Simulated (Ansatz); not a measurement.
This cell of CdSe (zinc blende) is off equilibrium:

```
CdSe
1.0
    0.00000     6.19627     6.19627
    3.09814     0.00000     3.09814
    3.09814     3.09814     0.00000
Se Cd
2 2
Direct
  0.37500   0.75000   0.75000
  0.87500   0.75000   0.87325
  0.00000   0.00000   0.00000
  0.50000   0.00000   0.00000
```

These are PBE (plane waves to 420 eV, PAW, scalar-relativistic; Ansatz, a first-principles code) values and carry that method's errors. k mesh 4×8×8 (Γ-centred), Fermi-Dirac smearing 0.05 eV. The energy includes the smearing's −TS. Stress and pressure are positive under compression. CdSe was relaxed with its symmetry unable to fall.

Q: Predict the force on every atom, in eV/Å.

A: 
```tsv
atom	Fx	Fy	Fz
Se1	0.165	0.195	0.065
Se2	-2.399	-2.343	-2.590
Cd3	2.273	2.062	2.437
Cd4	-0.040	0.086	0.089
```

Q: Give the stress tensor in GPa and the pressure.

A: 
```
   1.80     2.71     3.65
   2.71     2.00     4.04
   3.65     4.04     4.68
```
The pressure, a third of the trace, is 2.83 GPa.

Q: In it atom 2 sits (0.382, 0.382, 0.000) Å away from its relaxed site. What is its energy relative to the relaxed cell?

A: 787 meV/cell.

(For displaced atoms, the force is minus the slope of the energy, and its curvature is a force constant, which sets phonon frequencies.)
